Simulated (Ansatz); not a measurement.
Input file for Ansatz (an electronic-structure program):

Ansatz 0.2 input:
```yaml
crystal:
  lattice:
    - [3.4904631562, 5.9442674729, 0.0]
    - [-3.4904631562, 5.9442674729, 0.0]
    - [-2.2306592927, 0.0, 6.8035299553]
  atoms:
    - { symbol: Nb, position: [0.8777837321, 0.8777837321, 0.0] }
    - { symbol: Nb, position: [0.1222162679, 0.1222162679, 0.0] }
    - { symbol: Se, position: [0.8838857856, 0.1161142144, 0.6814036741] }
    - { symbol: Se, position: [0.1161142144, 0.8838857856, 0.3185963259] }
    - { symbol: Se, position: [0.6771508473, 0.3228491527, 0.8748806477] }
    - { symbol: Se, position: [0.3228491527, 0.6771508473, 0.1251193523] }
    - { symbol: I, position: [0.4463502618, 0.9609797408, 0.7619346219] }
    - { symbol: I, position: [0.5536497382, 0.0390202592, 0.2380653781] }
    - { symbol: I, position: [0.9609797408, 0.4463502618, 0.2380653781] }
    - { symbol: I, position: [0.0390202592, 0.5536497382, 0.7619346219] }
kpoints:
  mp_grid: { grid: [5, 5, 4] }
basis: { xc_grid: 2, fft_grid_basis: typed }
hamiltonian:
  xc: lda
  pseudopotentials: { kind: paw }
scf:
  occupations: { method: fixed }
checkpoint: { read: static.run }
output: { write_density: true, elf: true, volumetric_format: npy }
```

Output (shortened):

```
Pseudopotential: Nb, paw, valence charge 13
Pseudopotential: Se, paw, valence charge 16
Pseudopotential: I, paw, valence charge 17
Functional definition: SPW92
Crystal: 10 atoms, lattice volume = 282.323 Å³
Basis set: ecut = 420 eV, 5513 PW (Γ), exchange–correlation on 96×96×96 points (8 copies of the dense FFT grid, shifted against one another)
Bands: 95, of which v1, the nominal top of the filled ones, is band 79 counted from 1 (78 counted from 0)
Symmetry: 4 space group operations
Space group: C2/m (ITA 12), of the structure as read, at distance tolerance 6.6e-5 Å
k-points: 33 of 100
Stability of the state it starts from, as read at its close in the unpolarized treatment …
iter 1 solved again at ethr=1.91e-7 eV; its pass at ethr=3.10e-3 eV (dr2=3.01e-4 eV) is discarded
SCF iter   1: F=—  HF=-59847.590560 eV  |F-HF|=—  |Δ(HF+E_count)|=         —  Δρ=9.52e-7  dr2=1.47e-9  ethr=1.91e-7  ⟨swp⟩=3.7  Hψ=17112  notcnv=0  defer=462
preconditioner: auto → Resta (q_TF=auto, 2.477 Å⁻¹)
SCF iter   2: F=—  HF=-59847.590542 eV  |F-HF|=—  |Δ(HF+E_count)|=   1.81e-5  Δρ=4.93e-7  dr2=4.68e-10  ethr=1.00e-12  ⟨swp⟩=15.5  Hψ=19754  notcnv=0
SCF iter   3: F=-59847.590542 eV  HF=-59847.590542 eV  |F-HF|=1.09e-10  |Δ(HF+E_count)|=  1.16e-10  Δρ=3.21e-7  dr2=1.74e-10  ethr=1.00e-12  ⟨swp⟩=1.0  Hψ=6065  notcnv=0
SCF 1 converged in 3 iterations: F = -59847.590542 eV  dr2 = 1.74e-10
SCF converged after 3 iterations
Free energy (F): -59847.590542 eV
Harris-Foulkes:  -59847.590542 eV  (|F-HF|=1.09e-10)
Internal energy: -59847.590542 eV  (E = F + TS)
E sigma→0 (E₀):  -59847.590542 eV
Fermi energy:    8.727934 eV
--- Per-component energies (eV) ---
  E_band       = -3288.447659
  E_kinetic    = 2029.709721
  E_local      = -21232.240104  (includes V_loc(G=0)·N_el)
  E_nonlocal   = -2447.889904
  E_hartree    = 10373.438006
  E_xc         = -1275.411331
  E_vxc        = -1337.683449  (∫ρ·V_xc dr)
  E_paw        = -31878.332866  (= ΣΔE_a)
  E_vpaw       = -1047.217006  (= ΣTr[D̂ρ^β])
  E_aug_tail   = -0.002172  (compensation charges beyond the density's cutoff)
  E_ewald      = -15429.707591
  E_core_change = 12.845698  (= ΣΔE_core)
  E_smearing   =  0.000000  (= −TS)
  E_closure    =  0.000000  (closes the sum)
  Σ components = -59847.590542   (vs F -59847.590542, Δ=0.00e0)
  [band-id]    e_kinetic+e_local+e_nonlocal+2·e_hartree+e_vxc+e_vpaw+e_augmentation_tail = -3288.446901   (vs E_band -3288.447659, Δ=7.58e-4)
--- Band table (eV; the first three rows and the last of 33) ---
  k-point 0: bands = ["-46.3066", "-46.2602", "-39.7909", "-39.7901", "-39.7108", "-39.7105", "-39.6875", "-39.6874", "-39.6748", "-39.6746", "-39.6468", "-39.6467", "-39.6283", "-39.6282", "-39.5413", "-39.5407", "-39.5358", "-39.5357", "-39.4776", …
  k-point 1: bands = ["-46.3066", "-46.2602", "-39.7908", "-39.7902", "-39.7108", "-39.7105", "-39.6876", "-39.6873", "-39.6748", "-39.6747", "-39.6468", "-39.6467", "-39.6283", "-39.6282", "-39.5413", "-39.5407", "-39.5358", "-39.5357", "-39.4776", …
  k-point 2: bands = ["-46.3066", "-46.2602", "-39.7906", "-39.7904", "-39.7108", "-39.7106", "-39.6876", "-39.6873", "-39.6748", "-39.6746", "-39.6468", "-39.6467", "-39.6283", "-39.6282", "-39.5413", "-39.5407", "-39.5357", "-39.5357", "-39.4776", …
  k-point 32: bands = ["-46.3065", "-46.2603", "-39.7909", "-39.7901", "-39.7108", "-39.7105", "-39.6876", "-39.6873", "-39.6750", "-39.6745", "-39.6469", "-39.6466", "-39.6283", "-39.6282", "-39.5413", "-39.5407", "-39.5357", "-39.5357", "-39.4776", …
```

Cost: around 40 core-seconds (rough) on shared cores.

The workflow started from a Materials Project entry (that database holds measured and hypothetical structures alike); the Crystallography Open Database copy checked does not list it. Its standing as an ambient phase is unchecked. The LDA relaxation kept the symmetry of its start; its stability against distortions is not shown here. No spin polarisation was allowed. A crystal of weakly bound layers computed without a dispersion correction: the cell and the soft elastic constants depend strongly on that. Scalar-relativistic: spin–orbit coupling is off unless named, which matters more the heavier the elements.

Potentials: the later of the program's two PAW sets.

Ansatz is a plane-wave DFT program.
